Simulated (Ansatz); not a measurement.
According to the program Ansatz at the PBEsol level (PAW), TaSiB in the orthorhombic phase (Cmcm; Si on 4c, B on 4c, Ta on 4c) relaxes to a = 3.253 Å, b = 13.440 Å, c = 3.159 Å. Its formation energy from the elements is -0.63 eV/atom, with no fitted shifts.

Electronic character: metallic (no gap).

The bulk modulus is 244 GPa.

The start of the workflow was typed in or built on a structure type; neither database checked (COD, Materials Project) lists it. Its standing as an ambient phase is unchecked. The PBEsol relaxation kept the symmetry of its start; whether a distortion lowers the energy is not shown. The run is not spin-polarised. The references are the lowest solids computed at this level, not always the standard phases. Scalar-relativistic: spin–orbit coupling is off unless named, which matters more the heavier the elements.

Potentials: the earlier of the program's two PAW sets. The files were generated under PBE; for other functionals the program regenerates the frozen cores, and for LDA and PBEsol the local potential too.
